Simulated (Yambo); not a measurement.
**How GW settings move the gap: K2CO3**

G0W0@PBEsol for K2CO3 (space group C2/c, No. 15) in Yambo. Reference settings: 2×2×2 Γ-centred k mesh, 274 bands and a 7 Ry block in the screening, 274 bands in G with the Bruneval-Gonze terminator, plasmon pole fitted at 27.2 eV. The PBEsol gap Γ → Γ on this mesh is 4.01 eV; G0W0 gaps are taken between the same points.

```csv
change from the reference,G0W0 gap Γ → Γ (eV),shift of the valence edge (eV),rough Yambo cost
reference settings,6.68,-1.67,1
"110 bands in W, 110 bands in G",6.87,-1.54,about 1/2
"180 bands in W, 180 bands in G",6.70,-1.60,within a factor of two
110 bands in G,6.71,-1.65,–
180 bands in G,6.67,-1.65,–
133 bands in W,6.78,-1.58,within a factor of two
3 Ry block,6.70,-1.83,within a factor of two
2 Ry block,6.88,-2.05,within a factor of two
6 Ry block,6.64,-1.65,within a factor of two
pole fitted at 55 eV,6.72,-1.74,–
no random integration,6.55,-1.42,–
2×2×1 mesh,6.63,-1.61,about 1/2
"110 bands in G, no terminator",6.40,-1.02,–
"180 bands in G, no terminator",6.45,-1.26,–
no terminator,6.55,-1.44,–
```

The reference isn't shown to be the converged limit. Costs are rough (shared machines), scaled to the same edge states, and given only for runs that recompute the screening.

Geometry of the Materials Project entry, not relaxed at this level; primitive cell a = 5.7423 Å, b = 5.7423 Å, c = 6.7060 Å, α = 95.34°, β = 95.34°, γ = 121.68°.

A shift is the quasiparticle energy of the state minus its PBEsol energy.
